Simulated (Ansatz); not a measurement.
BP (NiAs type, space group No. 194) at seven volumes, DFT-PBEsol in the program Ansatz with PAW potentials, shape and atoms relaxed at each. One row is withheld.

```json
[
 {"V (Å³/atom)": "9.196", "P (GPa)": "18.87"},
 {"V (Å³/atom)": "9.499", "P (GPa)": "11.63"},
 {"V (Å³/atom)": "9.802", "P (GPa)": "?"},
 {"V (Å³/atom)": "10.105", "P (GPa)": "0.00"},
 {"V (Å³/atom)": "10.408", "P (GPa)": "-4.61"},
 {"V (Å³/atom)": "10.711", "P (GPa)": "-8.56"},
 {"V (Å³/atom)": "11.014", "P (GPa)": "-11.98"}
]
```

Task: Fit the shown pressures and predict the withheld one.

Result: Third-order Birch–Murnaghan: P = (3/2)B₀(x^(7/2) − x^(5/2))[1 + (3/4)(B′ − 4)(x − 1)] with x = (V₀/V)^(2/3). Least squares on the six rows gives V₀ = 10.106 Å³/atom, B₀ = 165.5 GPa, B′ = 4.03. At V = 9.802, x = 1.0206 and P = 5.38 GPa. The run itself gave 5.40 GPa.

Space group P6_3/mmc (NiAs type). A made-up cell: these elements were put on the sites of a structure type; neither database checked (COD, Materials Project) lists it. It is not the phase usual at ambient conditions (space group No. 216). Symmetry was held in the PBEsol relaxation. At this level the phase is dynamically unstable (imaginary phonons).

Potentials: the earlier of the program's two PAW sets. The files were generated under PBE; for other functionals the program regenerates the frozen cores, and for LDA and PBEsol the local potential too.
